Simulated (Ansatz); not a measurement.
Input:

Starting cell, LiH (rock salt):

```xyz
4
Lattice="0.0000 4.0071 4.0071 2.0036 2.0036 4.0071 2.0036 2.0036 0.0000" Properties=species:S:1:pos:R:3 pbc="T T T"
H      0.0000     0.0000     0.0000
H      2.0036     4.0071     6.0107
Li     2.0036     6.0107     6.0107
Li     2.0036     4.0071     4.0071
```

The atoms are displaced by Q × the pattern below (from a DFPT mode at X = (0.5, 0.5, 0.0), largest move 1; Q in Å), at fixed cell. (q is in reciprocal vectors of the primitive cell; the cell shown is doubled to hold the pattern.)

```csv
atom,x,y,z
H1,0.000,0.000,1.000
H2,0.000,0.000,-1.000
Li3,0.000,0.000,0.024
Li4,0.000,0.000,-0.024
```

All values below come from PBE (plane waves to 420 eV, PAW, scalar-relativistic; Ansatz, a first-principles code). k mesh 14×14×14 (Γ-centred), Fermi-Dirac smearing 0.05 eV. Energies are smeared free energies. LiH was relaxed with its symmetry unable to fall. ΔE is measured from the undisplaced structure.

The scan covers Q from -0.280 to 0.280 Å in 13 points.

Q: Which space group does the distorted structure have?

A: P4/nmm (No. 129), lowered from Fm-3m.

Q: What is the energy change at Q = 0.280 Å?

A: 323 meV/cell.

Q: What harmonic wavenumber does the curvature at Q = 0 give?

A: 1033 cm⁻¹.

(For displaced atoms, the force is minus the slope of the energy, and its curvature is a force constant, which sets phonon frequencies.)
